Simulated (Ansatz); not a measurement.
Re:
```yaml
crystal:
  lattice:
    - [0.00000, 2.82587, 2.82587]
    - [2.82587, 0.00000, 2.82587]
    - [2.82587, 2.82587, 0.00000]
  atoms:
    - { symbol: Re, position: [0.00000, 0.00000, 0.00000] }
    - { symbol: Re, position: [0.25000, 0.25000, 0.25000] }
```

Relaxed with PBE. Special points in fractions of this cell's reciprocal vectors: Γ (0.000, 0.000, 0.000); X (0.500, 0.000, 0.500); U (0.625, 0.250, 0.625); K (0.375, 0.375, 0.750); L (0.500, 0.500, 0.500); W (0.500, 0.250, 0.750).

Problem. List the band energies nearest the Fermi level at these points for PBE with spin–orbit coupling (plane waves, PAW; program Ansatz).

Solution. In eV from the Fermi level; about four levels below and three above (degenerate sets whole), none deeper than 8.9 eV; points with the same levels are listed once.

```
k                                below                          above
-  -----------------------------------  -----------------------------
Γ  -2.24 -2.24 -2.24 -2.24 -2.20 -2.20  0.57 0.57 0.76 0.76 0.76 0.76
X              -1.93 -1.93 -1.93 -1.93            0.06 0.06 0.06 0.06
U              -0.56 -0.56 -0.42 -0.42            0.02 0.02 2.53 2.53
L  -2.42 -2.42 -2.41 -2.41 -0.91 -0.91            1.72 1.72 1.75 1.75
W              -0.68 -0.68 -0.66 -0.66  3.66 3.66 3.92 3.92 3.93 3.93
```

Space group Fd-3m (diamond). The start of the workflow was typed in or built on a structure type; neither database checked (COD, Materials Project) lists it. It is not the phase usual at ambient conditions (space group No. 194). The cell was relaxed with PBE under the symmetry of its start; its stability against distortions is not shown here. The run is not spin-polarised.

Potentials: the earlier of the program's two PAW sets.
